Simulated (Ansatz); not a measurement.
MoSeS in space group P-3m1 (No. 164; Mo on 2c, Se on 2d, S on 2d), plane-wave PAW LDA (Ansatz code), all energies at zero smearing, with the estimated change up to a 700 eV cutoff added, with one set of potentials and settings (totals compare only within such a set). Cell of 6 atoms (2 Mo, 2 Se, 2 S): -22196.354 eV.

```
element              reference phase  E (eV/atom)
-------  ---------------------------  -----------
Mo        Im-3m, 1 atoms in the cell   -4842.8590
Se       P3_121, 3 atoms in the cell   -5383.2604
S         Fddd, 32 atoms in the cell    -869.4931
```

Formation energy per atom, worked out: (-22196.354 − 2×(-4842.8590) − 2×(-5383.2604) − 2×(-869.4931))/6 = -0.855 eV/atom (-82 kJ per mol of atoms), at 0 K, without zero-point energy or fitted corrections.

The workflow started from a Materials Project entry (that database holds measured and hypothetical structures alike); the Crystallography Open Database copy checked does not list it. Whether it is the stable phase at ambient conditions was not checked. The cell was relaxed with LDA under the symmetry of its start; of distortions, only those at the zone centre were tested. No spin polarisation was allowed. A crystal of weakly bound layers computed without a dispersion correction: the cell and the soft elastic constants depend strongly on that. The references are the lowest solids computed at this level, not always the standard phases.

Potentials: the later of the program's two PAW sets.
